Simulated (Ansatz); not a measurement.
Start of a relaxation of SnBrCl3:

```
Sn Br Cl
1.0
     4.81732    0.00000    0.00000
     0.00000    4.81732    0.00000
     0.00000    0.00000    6.34235
Sn Br Cl
1 1 3
Direct
  0.50000 0.50000 0.69522
  0.00000 0.00000 0.97332
  0.50000 0.00000 0.19528
  0.00000 0.50000 0.19528
  0.00000 0.00000 0.54911
```

Theory: DFT PBE, scalar-relativistic, plane waves, PAW in Ansatz 0.2.0. Cutoff 420 eV, Gaussian smearing, Γ-centred meshes. Cell and atoms relax first on a coarse mesh and then on a converged one. In between, the cell is made exact in the group found at 0.06 Å. The steps can't lower the symmetry of their start. No spin polarisation.

A guess keeps its type if space group and coordination stay and the shape of the cell changes little (axis ratios within about 15 %, angles within 6°); the volume may change.

Question: Does it keep its structure type, or change into something else?

Answer: It doesn't keep its type. The symmetry stays P4mm (No. 99). The volume per atom grows by 30.4 %, from 29.4 to 38.4 Å³. The shortest distance goes from 2.69 Å (Br–Cl) to 2.18 Å (Br–Cl). The ratio c/a of the conventional cell changes by a factor of 1.26. Counting neighbours within 15 % of an atom's shortest distance, the start has Br 5, Cl 1/2, Sn 16 and the end Br 1, Cl 1/2, Sn 4. In detail, at the end Sn is surrounded by 4 Cl at 2.71 Å; Br is surrounded by 1 Cl at 2.18 Å; Cl on a site of symmetry 2mm is surrounded by 2 Sn at 2.71 Å; 1 more site not described.

```cif
data_structure
_symmetry_space_group_name_H-M 'P 1'
_symmetry_Int_Tables_number 1
_cell_length_a 4.8758
_cell_length_b 4.8758
_cell_length_c 8.0715
_cell_angle_alpha 90.000
_cell_angle_beta 90.000
_cell_angle_gamma 90.000
_cell_volume 191.89
loop_
_atom_site_label
_atom_site_type_symbol
_atom_site_fract_x
_atom_site_fract_y
_atom_site_fract_z
_atom_site_occupancy
Sn1 Sn 0.50000 0.50000 0.43804 1
Br1 Br 0.00000 0.00000 0.92899 1
Cl1 Cl 0.50000 0.00000 0.29104 1
Cl2 Cl 0.00000 0.50000 0.29104 1
Cl3 Cl 0.00000 0.00000 0.65909 1
```

Energies over the elements count from the elements' standard structures at the same level (Cl₂ as a molecule), with no fitted energy shifts. The references include grey tin and crystalline Br.

Question: At what energy does it end?

Answer: −0.547 eV/atom. It lies below the elements, which doesn't yet make it stable against other compounds or structures.

The last run used a 6×6×4 mesh (in the run's order of axes) for its 5-atom cell and Gaussian smearing of 0.02 eV. No dispersion correction is applied, so the spacing and binding between layers, chains or molecules are poorly described. The reference form of Br is held partly by dispersion forces, which this level lacks. A structure relaxed within its symmetry needn't be a true minimum.

In counts of neighbours, a slash parts the counts of unlike sites.
